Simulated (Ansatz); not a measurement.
## BeZn₂Se₃ (P31m) at 2 levels of theory

One geometry, relaxed with PBE; plane waves with PAW potentials in Ansatz, scalar-relativistic. No spin polarisation. Gaps are the least over mesh and band path; pressure is positive in compression.

```cif
data_structure
_symmetry_space_group_name_H-M 'P31m'
_symmetry_Int_Tables_number 157
_cell_length_a 6.7729
_cell_length_b 6.7729
_cell_length_c 6.4466
_cell_angle_alpha 90.000
_cell_angle_beta 90.000
_cell_angle_gamma 120.000
_cell_volume 256.10
loop_
_atom_site_label
_atom_site_type_symbol
_atom_site_symmetry_multiplicity
_atom_site_Wyckoff_symbol
_atom_site_fract_x
_atom_site_fract_y
_atom_site_fract_z
_atom_site_occupancy
Be1 Be 2 b 0.66667 0.33333 0.49962 1
Zn1 Zn 3 c 0.34155 0.34155 0.00333 1
Zn2 Zn 1 a 0.00000 0.00000 0.49944 1
Se1 Se 3 c 0.35784 0.35784 0.38679 1
Se2 Se 2 b 0.66667 0.33333 0.84885 1
Se3 Se 1 a 0.00000 0.00000 0.88329 1
```

```json
{"level": "PBE", "cutoff (eV)": "420", "k mesh": "6×6×4", "gap (eV)": "1.86", "pressure (GPa)": "0.0"}
```

Q: What comes out on the same cell with LDA?

A:
```tsv
level	cutoff (eV)	k mesh	gap (eV)	pressure (GPa)
LDA	420	6×6×4	1.63	-5.0
```

It was reached by relaxing an invented guess, and it needn't be the stable form of this composition.
